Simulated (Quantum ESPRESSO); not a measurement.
# Planted mistakes on one cell of Ga8P7As

Calculated results; nothing here was measured. They come from pw.x of Quantum ESPRESSO 7.5, a plane-wave density functional program, with PseudoDojo standard norm-conserving files (v0.5 for PBE, v0.4.1 for LDA and PBEsol). The cells are made up: elements, strain and atom displacements were drawn at random, and nothing was relaxed. There is no spin polarisation, spin-orbit coupling or dispersion term.

The cell has 16 sites of a zincblende or diamond lattice (two cubes along c). Sites 1 to 8 hold Ga Ga Ga Ga Ga Ga Ga Ga; sites 9 to 16 hold P P As P P P P P. Cell vectors in Å: (5.795, -0.037, 0.003); (-0.037, 5.672, -0.057); (0.006, -0.114, 11.515). Settings: PBE, cutoff 1143 eV, 4 x 4 x 2 k mesh shifted by half a step, Fermi-Dirac smearing of 0.025 eV.

The intended run has a self-consistency threshold of 1e-07 eV, a smearing term of 0.000 eV, a pressure of -6.10 GPa and 13 iterations. Each further run changes one thing: atoms of sites 5 and 11 exchanged; k mesh 2 x 2 x 2; one electron added; smearing 0.32 eV; threshold 0.3 eV. A coarse mesh keeps the shift, and a charged cell sits in a uniform background.

| run | change of free energy (eV) | smearing term -TS (eV) | change of P (GPa) | largest change of a force component (eV/Å) | iterations |
| --- | --- | --- | --- | --- | --- |
| A | 2.425 | -0.009 | 1.15 | 0.652 | 14 |
| B | -0.104 | -0.464 | 0.23 | 0.014 | 12 |
| C | 0.259 | 0.000 | 0.07 | 0.010 | 13 |
| D | 0.018 | 0.000 | -0.01 | 0.558 | 5 |
| E | 7.434 | -0.001 | 6.48 | 0.035 | 14 |

A rerun of the intended cell at 1437 eV and k mesh 6 x 6 x 4 moved values by no more than 0.023 eV in the cell's energy, 0.02 GPa in stress and 0.002 eV/Å in force.

Question: which change belongs to which run?

## Worked reading

Run D has the fewest iterations, as a run stopped early does. Run B has the largest smearing term, as wide smearing gives. Energies from files of another functional, or of a charged cell, have another zero and say nothing on stability; the pressure of a charged cell rests on the program's zero of potential too.

## Key

```
run,change
A,atoms of sites 5 and 11 exchanged
B,smearing 0.32 eV
C,k mesh 2 x 2 x 2
D,threshold 0.3 eV
E,one electron added
```